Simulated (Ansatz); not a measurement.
Notes on LaAsRh

```
As Rh La
1.0
     0.00000    4.24938    0.00000
     4.24938    0.00000    0.00000
     2.12469    2.12469   -7.58636
As Rh La
2 2 2
Direct
  0.00000 0.00000 0.00000
  0.75000 0.25000 0.50000
  0.16511 0.16511 0.66978
  0.91511 0.41511 0.16978
  0.58080 0.58080 0.83840
  0.33080 0.83080 0.33840
```

The numbers come from plane-wave PAW DFT (Ansatz): LDA, no spin polarisation, 420 eV, 8×8×8 Γ-centred k points, fermi-dirac occupations (width 0.1 eV). Nothing was relaxed.

What is the formation energy?

-1.08 eV an atom against the elements' usual phases (free molecules for gases, crystals otherwise, with no correction for O₂ or N₂), so it is bound against them; other compounds may still compete. Relaxing would lower it.

What happens at the Fermi level?

It is a metal, with about 3.7 states/eV a cell as the mean within 0.25 eV of the Fermi level, mostly Rh d (38 %), As p (25 %) and La d (24 %).

Is the cell too large or too small?

The pressure is -9.1 GPa (compression positive), so with the atoms held at these fractions the cell would first shrink. The principal stresses -10.3, -8.6, -8.6 GPa differ, so its shape would change too.

Are the atoms at rest?

Nearly at rest: the largest force is 0.032 eV/Å.

Origin: a database entry at a rescaled volume. Caveats: many states at the Fermi level without spin polarisation, so a magnetic state may lie lower; f levels without a U or exact exchange are poorly placed.
